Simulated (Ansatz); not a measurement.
# TiO2: quadrupole couplings from first principles

```xyz
6
Lattice="-1.8925 1.8925 4.7570 1.8925 -1.8925 4.7570 1.8925 1.8925 -4.7570" Properties=species:S:1:pos:R:3 pbc="T T T"
Ti    0.0000    0.0000    0.0000
Ti    0.0000    1.8925    2.3785
O     0.0000    0.0000    1.9656
O     0.0000    1.8925    4.3441
O     0.0000    1.8925    0.4129
O     0.0000    0.0000    7.5484
```

Atoms are numbered in the order listed.

The cell comes from COD entry 9009086, which wasn't checked; take it as a given geometry.

Levels of theory: DFT, LDA, all-electron PAW with datasets made for the crystal, scalar-relativistic (Ansatz 0.2.0); DFT, LDA, PAW with Ansatz's default frozen-core files, scalar-relativistic (Ansatz 0.2.0).

For the crystal-made all-electron datasets (AE datasets): a Γ-centred 13×13×13 k mesh, Fermi–Dirac smearing of 0.08 eV, cutoff 460 eV (chosen by the program for this cell), no spin polarisation. PAW takes a cutoff of 420 eV at this cell (files made with PBE, cores remade for this functional). The Ansatz runs share mesh, smearing and spin set-up.

Vzz is the principal value of largest size of the traceless field-gradient tensor, in 10²¹ V/m², and η = (Vxx − Vyy)/Vzz with |Vzz| ≥ |Vyy| ≥ |Vxx|.

```json
{"site": "Ti1", "site symmetry": "-4m2", "Vzz (η), AE datasets": "-0.05 (η = 0.00)", "Vzz (η), PAW": "-0.07 (η = 0.00)"}
{"site": "O3", "site symmetry": "2mm.", "Vzz (η), AE datasets": "?", "Vzz (η), PAW": "?"}
```

Fill in "Vzz (η), AE datasets" for the row "O3".

1.48 (η = 0.24).

Give the missing entry: row "O3", column "Vzz (η), PAW".

1.56 (η = 0.16).

Taking Q(O-17) = -0.0256 b, what quadrupole coupling constant follows at O3 from AE datasets?

Cq = eQVzz/h = 24.180 MHz × -0.0256 × (1.48) = -0.916 MHz.
